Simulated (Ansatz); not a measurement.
## Ge$_{2}$Mo: computed property card

Ge2Mo:
```cif
data_Ge4Mo2
_chemical_formula_sum 'Ge4 Mo2'
_space_group_name_H-M_alt 'P 1'
_space_group_IT_number 1
_cell_length_a 6.21216
_cell_length_b 5.02898
_cell_length_c 5.00176
_cell_angle_alpha 76.531
_cell_angle_beta 51.932
_cell_angle_gamma 51.537
loop_
_space_group_symop_operation_xyz
  'x, y, z'
loop_
_atom_site_label
_atom_site_type_symbol
_atom_site_fract_x
_atom_site_fract_y
_atom_site_fract_z
_atom_site_occupancy
Ge1 Ge 0.66323 0.33677 0.66323 1
Ge2 Ge 0.33677 0.66323 0.33677 1
Ge3 Ge 0.58677 0.91323 0.58677 1
Ge4 Ge 0.91323 0.58677 0.91323 1
Mo1 Mo 0.00000 0.00000 0.00000 1
Mo2 Mo 0.25000 0.25000 0.25000 1
```

Space group Fddd (No. 70); conventional cell a = 4.8409 Å, b = 8.7542 Å, c = 8.8163 Å, α = 90.00°, β = 90.00°, γ = 90.00°.

Method: plane-wave PAW PBE (Ansatz code). Geometry: relaxed at this level of theory. Other levels are named where they apply.

### Cell and energy

- Volume per atom: 15.57 Å³
- Density: 8.58 g/cm³
- Formation energy from the elements (no fitted shifts): -0.046 eV/atom

### Electronic structure

- Electronic character = metallic (no gap)
- Density of states at the Fermi level = 0.14 states/eV per atom (mean over ±0.08 eV)

### Mechanics

- Bulk modulus (Birch–Murnaghan fit): 125 GPa
- Pressure derivative B′: 7.0

A made-up cell: these elements were put on the sites of a structure type; neither database checked (COD, Materials Project) lists it. COD files the formula under space group No. 62, so this cell is another polymorph or a model. Whether it is the stable phase at ambient conditions was not checked. The PBE relaxation kept the symmetry of its start; its stability against distortions is not shown here. The run is not spin-polarised. The references are the lowest solids computed at this level, not always the standard phases. Scalar-relativistic: spin–orbit coupling is off unless named, which matters more the heavier the elements.

Potentials: the later of the program's two PAW sets.
